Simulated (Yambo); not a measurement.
Yambo run on Li2PtH6 (space group Fm-3m, No. 225). The wavefunctions are PBEsol (Quantum ESPRESSO, PseudoDojo norm-conserving, 84 Ry, without SOC) ones on a 4×4×4 mesh (15 occupied bands); a = b = c = 4.7022 Å, α = β = γ = 60.00°.

Yambo input:

```
rim_cut
gw0
dyson
el_el_corr
HF_and_locXC
cohsex
em1s
RandQpts= 1000000
RandGvec= 1 Ry
EXXRLvcs= 84 Ry
VXCRLvcs= 336 Ry
Chimod= "HARTREE"
% BndsRnXs
 7 | 135 |
%
NGsBlkXs= 8 Ry
% LongDrXs
 1.0 | 1.0 | 1.0 |
%
ExtendOut
% QPkrange
 6 | 6 | 15 | 15 |
 7 | 7 | 15 | 16 |
%
```

k points by index: 6 = (0, 0.25, -0.25), 7 = X.

The o-*.qp file then holds:

```
#    K-point    Band    Eo [eV]    E [eV]    E-Eo [eV]    Vxc [eV]    Vnlxc [eV]    Sc|Eo [eV]    Re(Z)    Im(Z)
#
    6    15    0.000000    -3.082119    -3.082119    -12.33034    -15.37495    -0.037502    1.000000    0.000000
    7    15    -1.551811    -4.794354    -3.242543    -11.25848    -14.84720    0.346186    1.000000    0.000000
    7    16    2.863128    2.412100    -0.451028    -13.79088    -10.12298    -4.118928    1.000000    0.000000
```
(The two width columns are left out.) Convergence of these settings isn't established.

Geometry of the Materials Project entry, not relaxed at this level.

The structure is a Materials Project entry; no match was found in the copy of COD used, and its stability was not checked.
